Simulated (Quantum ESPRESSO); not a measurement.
# Ta2Al2SnAg3: one run as intended and one with a planted mistake

Simulated, not a measurement. The program is pw.x of Quantum ESPRESSO 7.5 (plane-wave density functional theory). The cell is made up: eight metal atoms on a hexagonal close-packed lattice, with elements, volume, strain and displacements drawn at random and not relaxed, so it may be unstable or far from any real phase. PseudoDojo standard norm-conserving files set the functional (PBE unless stated); there is no spin polarisation or spin-orbit coupling, the Fermi-Dirac width of 0.25 eV means electrons at about 2900 K, and the masses in the input are unused placeholders. The tin pseudopotential is less sure than most, with forces differing by about three percent from a second method on plain tin. Heavy elements are run without spin-orbit coupling, which real alloys of them have. A spin test at this wide smearing found no moment, but such smearing suppresses magnetism that the real alloy may have.

Intended input:

```
&control calculation='scf', pseudo_dir='./dojo.nc.sr.pbe.v0_5.standard.upf', outdir='./o', disk_io='minimal', tprnfor=.true., tstress=.true. /
&system ibrav=0, nat=8, ntyp=4, nbnd=62, ecutwfc=84.00895049, nosym=.true., tot_charge=0,
 occupations='smearing', smearing='fd', degauss=0.0183746611
/
&electrons conv_thr=1.470e-08, electron_maxstep=70, mixing_beta=0.5 /
ATOMIC_SPECIES
Ag 1.0 Ag.upf
Al 1.0 Al.upf
Sn 1.0 Sn.upf
Ta 1.0 Ta.upf
CELL_PARAMETERS angstrom
2.8882 -0.0496 -0.0283
1.5314 -2.4786 -4.6216
1.3596 7.3916 -4.652
ATOMIC_POSITIONS angstrom
Ta -0.0067 -0.0861 -0.0284
Al 1.3855 2.5015 -4.6594
Sn 1.4788 -0.8891 -2.3381
Ag 2.8994 1.8409 -6.7977
Al 2.7939 4.8452 -4.6302
Ta 2.9041 -0.0766 -4.6182
Ag 2.9361 1.7727 -2.3015
Ag 4.3914 4.0946 -6.9809
K_POINTS automatic
8 5 3 1 1 1
```

The log is shortened where brackets say so; the opening notice, blank lines, dates and the lines on written files are dropped, and the path of the files is cut. It prints rydbergs, bohrs and kilobars, and counts compression as positive stress. Its total energy is the free energy E - TS of the whole cell.

Log of the intended run:

```
     Program PWSCF v.7.5
     Parallel version (MPI & OpenMP), running on       4 processor cores
     Number of MPI processes:                 4
     Threads/MPI process:                     1
     [start-up lines left out]
     bravais-lattice index     =            0
     lattice parameter (alat)  =       5.4590  a.u.
     unit-cell volume          =     887.4646 (a.u.)^3
     number of atoms/cell      =            8
     number of atomic types    =            4
     number of electrons       =       103.00
     number of Kohn-Sham states=           62
     kinetic-energy cutoff     =      84.0090  Ry
     charge density cutoff     =     336.0358  Ry
     scf convergence threshold =      1.5E-08
     mixing beta               =       0.5000
     number of iterations used =            8  plain     mixing
     Exchange-correlation= PBE
                           (   1   4   3   4   0   0   0)
     [axes and pseudopotential details left out]
   Cartesian axes
     site n.     atom                  positions (alat units)
         1        Ta     tau(   1) = (  -0.0023193  -0.0298051  -0.0098312  )
         2        Al     tau(   2) = (   0.4796168   0.8659411  -1.6129387  )
         3        Sn     tau(   3) = (   0.5119144  -0.3077786  -0.8093772  )
         4        Ag     tau(   4) = (   1.0036817   0.6372621  -2.3531513  )
         5        Al     tau(   5) = (   0.9671609   1.6772568  -1.6028306  )
         6        Ta     tau(   6) = (   1.0053087  -0.0265165  -1.5986765  )
         7        Ag     tau(   7) = (   1.0163861   0.6136533  -0.7967074  )
         8        Ag     tau(   8) = (   1.5201655   1.4174226  -2.4165694  )
     number of k points=    60  Fermi-Dirac smearing, width (Ry)=  0.0184
                       cart. coord. in units 2pi/alat
        k(    1) = (   0.0623457   0.0204342  -0.0528061), wk =   0.0333333
        k(    2) = (   0.0600160  -0.1744038   0.0509151), wk =   0.0333333
     [further k points left out]
     Dense  grid:    92197 G-vectors     FFT dimensions: (  32,  64, 100)
     Estimated max dynamical RAM per process >     324.47 MB
     Estimated total dynamical RAM >       1.20 GB
     Initial potential from superposition of free atoms
     starting charge     102.9904, renormalised to     103.0000
     Starting wfcs are   67 randomized atomic wfcs
     total cpu time spent up to now is        5.6 secs
     per-process dynamical memory:   252.8 Mb
     Self-consistent Calculation
     iteration #  1     ecut=    84.01 Ry     beta= 0.50
     Davidson diagonalization with overlap
     ethr =  1.00E-02,  avg # of iterations =  4.2
     total cpu time spent up to now is       19.1 secs
     total energy              =   -1355.88709821 Ry
     estimated scf accuracy    <       2.49774398 Ry
     iteration #  2     ecut=    84.01 Ry     beta= 0.50
     Davidson diagonalization with overlap
     ethr =  2.42E-03,  avg # of iterations =  4.3
     total cpu time spent up to now is       33.8 secs
     total energy              =   -1354.90627635 Ry
     estimated scf accuracy    <      23.51262754 Ry
     [iterations 3 to 11 left out]
     iteration # 12     ecut=    84.01 Ry     beta= 0.50
     Davidson diagonalization with overlap
     ethr =  3.51E-10,  avg # of iterations =  4.3
     total cpu time spent up to now is      157.9 secs
     total energy              =   -1357.29720003 Ry
     estimated scf accuracy    <       0.00000008 Ry
     iteration # 13     ecut=    84.01 Ry     beta= 0.50
     Davidson diagonalization with overlap
     ethr =  7.48E-11,  avg # of iterations =  2.0
     total cpu time spent up to now is      168.9 secs
     End of self-consistent calculation
     [lines on levels left out]
!    total energy              =   -1357.29720004 Ry
     estimated scf accuracy    <       0.00000001 Ry
     smearing contrib. (-TS)   =      -0.05964229 Ry
     internal energy E=F+TS    =   -1357.23755775 Ry
     The total energy is F=E-TS. E is the sum of the following terms:
     one-electron contribution =    -613.74271632 Ry
     hartree contribution      =     364.49925984 Ry
     xc contribution           =    -247.14036763 Ry
     ewald contribution        =    -860.85373365 Ry
     convergence has been achieved in  13 iterations
     Forces acting on atoms (cartesian axes, Ry/au):
     atom    1 type  4   force =     0.01316307   -0.00366537   -0.00927238
     atom    2 type  2   force =     0.00964657   -0.01563932    0.03408985
     atom    3 type  3   force =    -0.00016731    0.03616277    0.01167345
     atom    4 type  1   force =    -0.00226683   -0.04112542   -0.02721664
     atom    5 type  2   force =     0.00294771   -0.00477358    0.02430472
     atom    6 type  4   force =     0.00792746    0.03461826   -0.01098817
     atom    7 type  1   force =    -0.01827215    0.01021254   -0.04370659
     atom    8 type  1   force =    -0.01297852   -0.01578987    0.02111575
     Total force =     0.104259     Total SCF correction =     0.000464
     Computing stress (Cartesian axis) and pressure
          total   stress  (Ry/bohr**3)                   (kbar)     P=      166.19
   0.00095485   0.00012864   0.00012049          140.46       18.92       17.72
   0.00012864   0.00103415   0.00000286           18.92      152.13        0.42
   0.00012049   0.00000286   0.00140012           17.72        0.42      205.96
     init_run     :      5.34s CPU      5.52s WALL (       1 calls)
     electrons    :    162.38s CPU    163.31s WALL (       1 calls)
     forces       :      1.80s CPU      1.81s WALL (       1 calls)
     stress       :      6.11s CPU      6.12s WALL (       1 calls)
     [timing details left out]
     PWSCF        :   2m55.71s CPU   2m56.86s WALL
     JOB DONE.
```

A second run has one planted mistake: two atoms have their elements exchanged. The input lines that differ:

```
- Ta 2.9041 -0.0766 -4.6182
- Ag 2.9361 1.7727 -2.3015
+ Ag 2.9041 -0.0766 -4.6182
+ Ta 2.9361 1.7727 -2.3015
```

Its log:

```
     Program PWSCF v.7.5
     Parallel version (MPI & OpenMP), running on       4 processor cores
     Number of MPI processes:                 4
     Threads/MPI process:                     1
     [start-up lines left out]
     bravais-lattice index     =            0
     lattice parameter (alat)  =       5.4590  a.u.
     unit-cell volume          =     887.4646 (a.u.)^3
     number of atoms/cell      =            8
     number of atomic types    =            4
     number of electrons       =       103.00
     number of Kohn-Sham states=           62
     kinetic-energy cutoff     =      84.0090  Ry
     charge density cutoff     =     336.0358  Ry
     scf convergence threshold =      1.5E-08
     mixing beta               =       0.5000
     number of iterations used =            8  plain     mixing
     Exchange-correlation= PBE
                           (   1   4   3   4   0   0   0)
     [axes and pseudopotential details left out]
   Cartesian axes
     site n.     atom                  positions (alat units)
         1        Ta     tau(   1) = (  -0.0023193  -0.0298051  -0.0098312  )
         2        Al     tau(   2) = (   0.4796168   0.8659411  -1.6129387  )
         3        Sn     tau(   3) = (   0.5119144  -0.3077786  -0.8093772  )
         4        Ag     tau(   4) = (   1.0036817   0.6372621  -2.3531513  )
         5        Al     tau(   5) = (   0.9671609   1.6772568  -1.6028306  )
         6        Ag     tau(   6) = (   1.0053087  -0.0265165  -1.5986765  )
         7        Ta     tau(   7) = (   1.0163861   0.6136533  -0.7967074  )
         8        Ag     tau(   8) = (   1.5201655   1.4174226  -2.4165694  )
     number of k points=    60  Fermi-Dirac smearing, width (Ry)=  0.0184
                       cart. coord. in units 2pi/alat
        k(    1) = (   0.0623457   0.0204342  -0.0528061), wk =   0.0333333
        k(    2) = (   0.0600160  -0.1744038   0.0509151), wk =   0.0333333
     [further k points left out]
     Dense  grid:    92197 G-vectors     FFT dimensions: (  32,  64, 100)
     Estimated max dynamical RAM per process >     324.47 MB
     Estimated total dynamical RAM >       1.20 GB
     Initial potential from superposition of free atoms
     starting charge     102.9904, renormalised to     103.0000
     Starting wfcs are   67 randomized atomic wfcs
     total cpu time spent up to now is        5.5 secs
     per-process dynamical memory:   252.8 Mb
     Self-consistent Calculation
     iteration #  1     ecut=    84.01 Ry     beta= 0.50
     Davidson diagonalization with overlap
     ethr =  1.00E-02,  avg # of iterations =  4.0
     total cpu time spent up to now is       18.5 secs
     total energy              =   -1356.23745966 Ry
     estimated scf accuracy    <       1.98169954 Ry
     iteration #  2     ecut=    84.01 Ry     beta= 0.50
     Davidson diagonalization with overlap
     ethr =  1.92E-03,  avg # of iterations =  3.5
     total cpu time spent up to now is       32.1 secs
     total energy              =   -1356.04668332 Ry
     estimated scf accuracy    <       9.51101897 Ry
     [iterations 3 to 14 left out]
     iteration # 15     ecut=    84.01 Ry     beta= 0.50
     Davidson diagonalization with overlap
     ethr =  2.70E-11,  avg # of iterations =  2.9
     total cpu time spent up to now is      186.7 secs
     total energy              =   -1357.29258295 Ry
     estimated scf accuracy    <       0.00000016 Ry
     iteration # 16     ecut=    84.01 Ry     beta= 0.50
     Davidson diagonalization with overlap
     ethr =  2.70E-11,  avg # of iterations =  2.1
     total cpu time spent up to now is      197.2 secs
     End of self-consistent calculation
     [lines on levels left out]
!    total energy              =   -1357.29258296 Ry
     estimated scf accuracy    <          1.6E-09 Ry
     smearing contrib. (-TS)   =      -0.05701639 Ry
     internal energy E=F+TS    =   -1357.23556658 Ry
     The total energy is F=E-TS. E is the sum of the following terms:
     one-electron contribution =    -625.09055081 Ry
     hartree contribution      =     370.01367546 Ry
     xc contribution           =    -247.08995889 Ry
     ewald contribution        =    -855.06873233 Ry
     convergence has been achieved in  16 iterations
     Forces acting on atoms (cartesian axes, Ry/au):
     atom    1 type  4   force =     0.00757912    0.00167171   -0.01226281
     atom    2 type  2   force =     0.00940898   -0.01253282    0.03389601
     atom    3 type  3   force =    -0.00122992    0.04403746   -0.01800835
     atom    4 type  1   force =     0.00318578   -0.03523788   -0.01797109
     atom    5 type  2   force =     0.00379060    0.00195180    0.02916500
     atom    6 type  1   force =     0.01895031    0.04314970    0.00381243
     atom    7 type  4   force =    -0.02915140   -0.02230365   -0.04443771
     atom    8 type  1   force =    -0.01253346   -0.02073631    0.02580653
     Total force =     0.114562     Total SCF correction =     0.000244
     Computing stress (Cartesian axis) and pressure
          total   stress  (Ry/bohr**3)                   (kbar)     P=      153.40
   0.00106892   0.00018879   0.00007853          157.24       27.77       11.55
   0.00018879   0.00087806   0.00013889           27.77      129.17       20.43
   0.00007853   0.00013889   0.00118132           11.55       20.43      173.78
     init_run     :      5.13s CPU      5.33s WALL (       1 calls)
     electrons    :    190.88s CPU    191.75s WALL (       1 calls)
     forces       :      1.76s CPU      1.78s WALL (       1 calls)
     stress       :      6.14s CPU      6.14s WALL (       1 calls)
     [timing details left out]
     PWSCF        :   3m24.10s CPU   3m25.21s WALL
     JOB DONE.
```

```
                                            intended run  run with the mistake
                          free energy (eV)    -18466.969            -18466.906
         entropy term -TS, part of it (eV)        -0.811                -0.776
                            pressure (GPa)         16.62                 15.34
size of the largest force component (eV/Å)         1.124                 1.143
largest change of a force component (eV/Å)                               0.836
                                iterations            13                    16
```

For scale, a rerun of the intended cell at a higher cutoff and on a denser mesh moved values by no more than 0.010 eV in energy, 0.05 GPa in stress and 0.017 eV/Å in force, and a second program with other atomic files agreed on that cell to 2 % rms in force and 0.5 GPa in pressure.